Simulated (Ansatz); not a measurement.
# Phonon dispersion of AlGa₂N₃

These are results of Ansatz, DFT PBE, scalar-relativistic, plane waves, PAW, not measurements. Plane waves to 420 eV; Γ-centred k mesh 12×12×4; fixed occupations. No spin polarisation. Phonons by linear response, acoustic sum rule imposed.

Equilibrium structure at this level:
```
Al Ga N
1.0
     3.18192    0.00000    0.00000
    -1.59096    2.75562    0.00000
     0.00000    0.00000    7.79548
Al Ga N
1 2 3
Direct
  0.66667 0.33333 0.33309
  0.00000 0.00000 0.00276
  0.33333 0.66667 0.66407
  0.33333 0.66667 0.91632
  0.66667 0.33333 0.57678
  0.00000 0.00000 0.25698
```

It was reached by relaxing an invented guess, and it needn't be the stable form of this composition. The q mesh is coarse, so values between its points are rough.

Force constants from linear response on a 3×3×1 q mesh.

Path: Γ–M–K–Γ–A–L–H–A | L–M | H–K. Only the points of the 3×3×1 mesh were computed; the rest is interpolation, which is rough on so few points. On the mesh no mode is imaginary. Distance along the path (Å⁻¹), then the branches (cm⁻¹, negative for imaginary; the LO field is included):
```
0.000  0 0 0 121 121 167 167 284 378 535 548 548 563 574 600 683 728 753
0.285  60 63 122 129 155 187 218 281 373 539 553 556 568 593 600 676 719 748
0.570  115 116 150 196 218 232 254 342 376 550 561 565 590 601 619 666 701 732
0.855  148 159 169 204 249 272 288 379 447 562 570 578 593 601 634 668 687 705
1.140  160 177 180 196 255 288 307 389 486 567 578 582 591 602 640 673 679 684
1.305  164 172 191 198 255 300 305 387 482 566 580 584 594 605 639 672 676 683
1.469  169 174 200 212 256 300 333 381 472 562 580 592 604 612 635 667 671 680
1.634  171 179 206 231 258 294 368 377 457 559 575 602 615 619 632 662 665 677
1.798  174 179 208 240 258 293 372 389 449 558 573 604 623 623 629 660 663 675
2.127  152 186 197 220 251 288 342 372 443 558 580 599 602 614 632 661 680 682
2.457  107 160 168 204 222 257 267 354 383 554 569 573 590 608 622 664 695 722
2.786  54 93 131 135 161 197 228 282 372 541 554 557 572 597 601 675 716 746
3.115  0 0 0 121 121 167 167 284 378 535 548 548 563 574 600 683 728 753
3.165  10 10 23 120 120 167 167 282 385 535 535 548 548 600 600 682 690 791
3.266  31 31 69 114 114 169 169 264 392 535 535 548 548 600 600 677 694 791
3.367  51 51 103 103 114 172 172 236 401 535 535 549 549 600 600 673 698 790
3.467  68 68 89 89 153 173 173 204 406 535 535 549 549 600 600 671 700 790
3.660  74 86 94 106 162 178 187 196 403 536 541 550 555 597 600 670 706 781
3.945  99 131 136 146 198 210 218 280 389 544 557 559 591 597 600 667 716 742
4.230  133 139 162 180 249 254 274 366 408 555 565 574 600 600 624 663 697 720
4.515  139 153 179 205 266 283 309 380 476 564 574 585 596 599 636 666 685 694
4.740  140 159 183 209 266 290 314 382 485 566 576 587 595 600 637 667 681 689
4.905  148 175 193 207 261 301 322 379 478 571 576 586 602 606 634 665 678 686
5.069  162 193 205 214 253 296 353 376 465 566 580 594 609 613 630 662 672 681
5.234  175 191 222 226 244 290 371 385 452 562 578 608 612 617 626 663 668 676
5.481  172 191 216 220 247 290 370 376 452 563 579 606 610 615 627 661 671 679
5.810  151 172 179 186 250 272 312 365 417 563 577 584 596 611 626 660 687 704
6.139  120 136 139 153 209 218 239 299 386 550 558 563 595 598 606 666 712 736
6.468  77 85 102 110 162 179 191 196 402 536 542 550 557 597 600 670 708 778
6.632  139 156 181 209 267 287 314 383 486 565 577 586 594 599 637 668 682 689
6.733  144 157 181 208 266 287 312 384 486 565 577 586 594 600 638 668 682 689
6.834  156 158 179 204 263 287 309 386 486 566 577 584 593 601 639 670 681 687
6.935  160 171 177 200 258 288 307 388 486 567 578 582 592 601 640 672 680 685
7.035  160 177 180 196 255 288 307 389 486 567 578 582 591 602 640 673 679 684
7.086  178 189 224 229 242 289 371 389 450 562 577 609 615 616 625 664 666 676
7.187  177 186 217 233 248 290 371 389 450 561 576 607 617 618 626 663 665 676
7.287  175 182 212 237 254 292 372 389 449 559 574 605 620 621 628 661 664 675
7.388  174 180 208 240 258 292 372 389 449 558 573 604 622 623 629 660 663 675
```
